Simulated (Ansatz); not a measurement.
# CuTe: 30 steps of 2.0 fs from 300 K

Method: Ansatz 0.2.0, DFT, LDA, all-electron LAPW, scalar-relativistic.

Command: `ansatz run input.yaml --threads 2 --pin off --max-ram 6144MiB --backend cpu --events-out ev --progress --plain --runs-dir out` The run took 19 min on 2 threads of Arm Neoverse V2, on a shared host, peak memory 0.84 GiB.

```yaml
crystal:
  lattice:
    - [3.155, 0.0, 0.0]
    - [0.0, 4.092, 0.0]
    - [0.0, 0.0, 6.956]
  atoms:
    - { symbol: Cu, position: [0.0, 0.5, 0.4527] }
    - { symbol: Cu, position: [0.5, 0.0, 0.5473] }
    - { symbol: Te, position: [0.0, 0.0, 0.2213] }
    - { symbol: Te, position: [0.5, 0.5, 0.7787] }
kpoints:
  mp_grid: { grid: [6, 5, 3] }
scf:
  occupations: { method: fermi_dirac, width: 0.08 }
hamiltonian:
  xc: lda
  pseudopotentials: { kind: all_electron, lapw: { basis_error: 0.001 } }
output:
  forces: true
  stress: true
md:
  timestep: 2.0
  n_steps: 30
  ensemble: nve
  temperature: 300
  initial_velocities: maxwell_boltzmann
  seed: 647221
```

No spin–orbit coupling, which matters for the heavy atoms here.

The cell comes from COD entry 1526237, which wasn't checked; take it as a given geometry.

Each frame lists Cartesian positions (Å) and forces (eV/Å). Free energies count from the first step, -459393.3575 eV.

Step 0 (t = 0.0 fs): E = 0.0 meV, T = 300 K, conserved energy 0.0 meV

```
Cu    0.0000    2.0460    3.1490     0.000   0.000   0.166
Cu    1.5775    0.0000    3.8070     0.000   0.000  -0.166
Te    0.0000    0.0000    1.5394     0.000   0.000   0.652
Te    1.5775    2.0460    5.4166     0.000   0.000  -0.652
```

Step 1 (t = 2.0 fs): E = -2.9 meV, T = 307 K, conserved energy 0.0 meV

```
Cu    0.0005    2.0461    3.1480     0.002  -0.010   0.175
Cu    1.5802    0.0020    3.8049    -0.005   0.001  -0.158
Te    0.0028   -0.0041    1.5423    -0.006   0.016   0.630
Te    1.5732    2.0490    5.4152     0.010  -0.007  -0.648
```

Step 2 (t = 4.0 fs): E = -5.8 meV, T = 315 K, conserved energy 0.0 meV

```
Cu    0.0011    2.0462    3.1471     0.003  -0.020   0.184
Cu    1.5828    0.0039    3.8027    -0.011   0.001  -0.149
Te    0.0055   -0.0081    1.5454    -0.012   0.033   0.607
Te    1.5688    2.0521    5.4137     0.019  -0.014  -0.642
```

Step 3 (t = 6.0 fs): E = -8.7 meV, T = 322 K, conserved energy 0.0 meV

```
Cu    0.0016    2.0463    3.1464     0.004  -0.030   0.193
Cu    1.5854    0.0059    3.8004    -0.016   0.002  -0.140
Te    0.0083   -0.0122    1.5488    -0.017   0.050   0.582
Te    1.5645    2.0551    5.4119     0.029  -0.021  -0.635
```

Step 4 (t = 8.0 fs): E = -11.6 meV, T = 330 K, conserved energy 0.0 meV

```
Cu    0.0021    2.0463    3.1457     0.006  -0.041   0.201
Cu    1.5881    0.0078    3.7980    -0.021   0.002  -0.130
Te    0.0110   -0.0162    1.5522    -0.023   0.067   0.555
Te    1.5601    2.0582    5.4099     0.039  -0.028  -0.626
```

Step 5 (t = 10.0 fs): E = -14.4 meV, T = 337 K, conserved energy 0.0 meV

```
Cu    0.0027    2.0464    3.1452     0.007  -0.053   0.210
Cu    1.5907    0.0098    3.7955    -0.027   0.003  -0.120
Te    0.0138   -0.0203    1.5559    -0.029   0.085   0.526
Te    1.5558    2.0612    5.4077     0.049  -0.035  -0.617
```

Step 6 (t = 12.0 fs): E = -17.1 meV, T = 344 K, conserved energy 0.0 meV

```
Cu    0.0032    2.0464    3.1448     0.008  -0.064   0.218
Cu    1.5933    0.0117    3.7929    -0.032   0.003  -0.109
Te    0.0165   -0.0243    1.5597    -0.035   0.103   0.496
Te    1.5515    2.0642    5.4054     0.059  -0.042  -0.606
```

Step 7 (t = 14.0 fs): E = -19.7 meV, T = 351 K, conserved energy 0.0 meV

```
Cu    0.0038    2.0464    3.1445     0.009  -0.076   0.227
Cu    1.5959    0.0137    3.7903    -0.037   0.003  -0.098
Te    0.0192   -0.0282    1.5637    -0.041   0.121   0.465
Te    1.5472    2.0672    5.4028     0.069  -0.048  -0.593
```

Step 8 (t = 16.0 fs): E = -22.2 meV, T = 357 K, conserved energy 0.0 meV

```
Cu    0.0043    2.0463    3.1444     0.010  -0.087   0.235
Cu    1.5985    0.0157    3.7876    -0.043   0.003  -0.087
Te    0.0219   -0.0322    1.5678    -0.046   0.139   0.431
Te    1.5430    2.0702    5.4001     0.079  -0.055  -0.579
```

Step 9 (t = 18.0 fs): E = -24.5 meV, T = 363 K, conserved energy 0.0 meV

```
Cu    0.0049    2.0462    3.1444     0.010  -0.099   0.243
Cu    1.6010    0.0176    3.7849    -0.048   0.003  -0.075
Te    0.0246   -0.0360    1.5720    -0.052   0.157   0.397
Te    1.5387    2.0732    5.3972     0.089  -0.062  -0.564
```

Step 10 (t = 20.0 fs): E = -26.6 meV, T = 369 K, conserved energy 0.0 meV

```
Cu    0.0055    2.0460    3.1446     0.011  -0.111   0.250
Cu    1.6035    0.0196    3.7821    -0.053   0.003  -0.063
Te    0.0273   -0.0399    1.5764    -0.058   0.176   0.360
Te    1.5345    2.0761    5.3942     0.100  -0.068  -0.548
```

Step 11 (t = 22.0 fs): E = -28.5 meV, T = 373 K, conserved energy 0.0 meV

```
Cu    0.0060    2.0457    3.1449     0.011  -0.122   0.257
Cu    1.6060    0.0216    3.7793    -0.058   0.003  -0.050
Te    0.0300   -0.0437    1.5809    -0.063   0.194   0.323
Te    1.5304    2.0791    5.3910     0.111  -0.075  -0.530
```

Step 12 (t = 24.0 fs): E = -30.1 meV, T = 378 K, conserved energy 0.0 meV

```
Cu    0.0066    2.0454    3.1453     0.011  -0.134   0.263
Cu    1.6084    0.0236    3.7765    -0.063   0.003  -0.037
Te    0.0326   -0.0474    1.5854    -0.069   0.212   0.284
Te    1.5262    2.0820    5.3876     0.121  -0.081  -0.510
```

Step 13 (t = 26.0 fs): E = -31.5 meV, T = 381 K, conserved energy 0.0 meV

```
Cu    0.0072    2.0450    3.1460     0.010  -0.145   0.269
Cu    1.6108    0.0255    3.7736    -0.068   0.002  -0.024
Te    0.0352   -0.0511    1.5901    -0.075   0.230   0.244
Te    1.5221    2.0849    5.3840     0.132  -0.087  -0.489
```

Step 14 (t = 28.0 fs): E = -32.7 meV, T = 384 K, conserved energy 0.0 meV

```
Cu    0.0078    2.0445    3.1468     0.009  -0.156   0.274
Cu    1.6132    0.0275    3.7708    -0.072   0.001  -0.010
Te    0.0378   -0.0547    1.5948    -0.080   0.248   0.203
Te    1.5180    2.0877    5.3803     0.144  -0.094  -0.466
```

Step 15 (t = 30.0 fs): E = -33.4 meV, T = 386 K, conserved energy 0.0 meV

```
Cu    0.0084    2.0439    3.1477     0.008  -0.166   0.278
Cu    1.6155    0.0295    3.7679    -0.077   0.000   0.004
Te    0.0404   -0.0582    1.5996    -0.086   0.265   0.161
Te    1.5140    2.0906    5.3765     0.155  -0.100  -0.442
```

Step 16 (t = 32.0 fs): E = -33.9 meV, T = 388 K, conserved energy 0.0 meV

```
Cu    0.0090    2.0432    3.1488     0.007  -0.175   0.281
Cu    1.6178    0.0315    3.7650    -0.082  -0.001   0.018
Te    0.0429   -0.0616    1.6045    -0.092   0.281   0.118
Te    1.5100    2.0934    5.3726     0.166  -0.105  -0.417
```

Step 17 (t = 34.0 fs): E = -34.1 meV, T = 388 K, conserved energy 0.0 meV

```
Cu    0.0096    2.0424    3.1501     0.005  -0.184   0.282
Cu    1.6200    0.0334    3.7621    -0.086  -0.002   0.033
Te    0.0455   -0.0650    1.6093    -0.097   0.297   0.074
Te    1.5061    2.0961    5.3685     0.178  -0.111  -0.389
```

Step 18 (t = 36.0 fs): E = -34.0 meV, T = 388 K, conserved energy 0.0 meV

```
Cu    0.0102    2.0414    3.1516     0.003  -0.192   0.283
Cu    1.6222    0.0354    3.7593    -0.090  -0.004   0.048
Te    0.0480   -0.0682    1.6142    -0.103   0.312   0.029
Te    1.5022    2.0989    5.3643     0.190  -0.117  -0.360
```

Step 19 (t = 38.0 fs): E = -33.4 meV, T = 386 K, conserved energy 0.0 meV

```
Cu    0.0108    2.0404    3.1532     0.000  -0.198   0.282
Cu    1.6243    0.0374    3.7564    -0.094  -0.006   0.063
Te    0.0504   -0.0714    1.6191    -0.109   0.327  -0.015
Te    1.4984    2.1016    5.3599     0.203  -0.122  -0.329
```

Step 20 (t = 40.0 fs): E = -32.6 meV, T = 384 K, conserved energy 0.0 meV

```
Cu    0.0114    2.0393    3.1551    -0.003  -0.204   0.279
Cu    1.6263    0.0394    3.7537    -0.098  -0.009   0.078
Te    0.0529   -0.0745    1.6240    -0.114   0.340  -0.060
Te    1.4946    2.1042    5.3555     0.215  -0.127  -0.297
```

Step 21 (t = 42.0 fs): E = -31.3 meV, T = 381 K, conserved energy 0.0 meV

```
Cu    0.0121    2.0380    3.1570    -0.007  -0.208   0.275
Cu    1.6283    0.0413    3.7509    -0.101  -0.011   0.094
Te    0.0552   -0.0774    1.6289    -0.120   0.352  -0.106
Te    1.4909    2.1069    5.3510     0.228  -0.132  -0.263
```

Step 22 (t = 44.0 fs): E = -29.7 meV, T = 377 K, conserved energy 0.0 meV

```
Cu    0.0127    2.0366    3.1592    -0.011  -0.212   0.269
Cu    1.6303    0.0433    3.7482    -0.105  -0.015   0.109
Te    0.0576   -0.0803    1.6338    -0.126   0.363  -0.151
Te    1.4873    2.1094    5.3464     0.241  -0.137  -0.227
```

Step 23 (t = 46.0 fs): E = -27.7 meV, T = 371 K, conserved energy 0.0 meV

```
Cu    0.0133    2.0351    3.1615    -0.016  -0.213   0.261
Cu    1.6321    0.0452    3.7456    -0.108  -0.018   0.124
Te    0.0599   -0.0831    1.6386    -0.131   0.373  -0.196
Te    1.4838    2.1120    5.3418     0.255  -0.142  -0.190
```

Step 24 (t = 48.0 fs): E = -25.3 meV, T = 365 K, conserved energy 0.0 meV

```
Cu    0.0139    2.0334    3.1640    -0.021  -0.213   0.251
Cu    1.6339    0.0472    3.7431    -0.111  -0.022   0.140
Te    0.0622   -0.0857    1.6433    -0.137   0.381  -0.240
Te    1.4803    2.1145    5.3371     0.269  -0.146  -0.151
```

Step 25 (t = 50.0 fs): E = -22.5 meV, T = 358 K, conserved energy 0.0 meV

```
Cu    0.0144    2.0316    3.1666    -0.027  -0.212   0.239
Cu    1.6357    0.0491    3.7406    -0.114  -0.026   0.155
Te    0.0644   -0.0882    1.6480    -0.143   0.388  -0.284
Te    1.4769    2.1169    5.3323     0.283  -0.150  -0.110
```

Step 26 (t = 52.0 fs): E = -19.3 meV, T = 350 K, conserved energy 0.0 meV

```
Cu    0.0150    2.0297    3.1694    -0.033  -0.209   0.225
Cu    1.6374    0.0510    3.7383    -0.116  -0.031   0.169
Te    0.0666   -0.0906    1.6526    -0.148   0.394  -0.327
Te    1.4736    2.1194    5.3275     0.297  -0.154  -0.068
```

Step 27 (t = 54.0 fs): E = -15.8 meV, T = 341 K, conserved energy 0.0 meV

```
Cu    0.0155    2.0276    3.1723    -0.040  -0.204   0.209
Cu    1.6390    0.0529    3.7360    -0.118  -0.036   0.184
Te    0.0688   -0.0929    1.6570    -0.154   0.398  -0.368
Te    1.4704    2.1217    5.3227     0.312  -0.158  -0.024
```

Step 28 (t = 56.0 fs): E = -11.9 meV, T = 331 K, conserved energy 0.0 meV

```
Cu    0.0160    2.0255    3.1753    -0.047  -0.198   0.190
Cu    1.6405    0.0547    3.7339    -0.121  -0.041   0.198
Te    0.0709   -0.0951    1.6614    -0.160   0.400  -0.409
Te    1.4673    2.1240    5.3179     0.327  -0.161   0.021
```

Step 29 (t = 58.0 fs): E = -7.6 meV, T = 320 K, conserved energy 0.0 meV

```
Cu    0.0165    2.0232    3.1784    -0.055  -0.190   0.169
Cu    1.6419    0.0566    3.7319    -0.122  -0.047   0.211
Te    0.0729   -0.0971    1.6657    -0.166   0.401  -0.448
Te    1.4642    2.1263    5.3131     0.343  -0.164   0.068
```

Step 30 (t = 60.0 fs): E = -3.0 meV, T = 308 K, conserved energy 0.0 meV

```
Cu    0.0170    2.0208    3.1817    -0.063  -0.180   0.147
Cu    1.6433    0.0584    3.7300    -0.124  -0.053   0.224
Te    0.0749   -0.0990    1.6698    -0.172   0.400  -0.486
Te    1.4613    2.1285    5.3083     0.359  -0.167   0.116
```

Q: What is the mean temperature over the last 16 frames?

A: 364 K; so short a run of so small a cell isn't equilibrated.
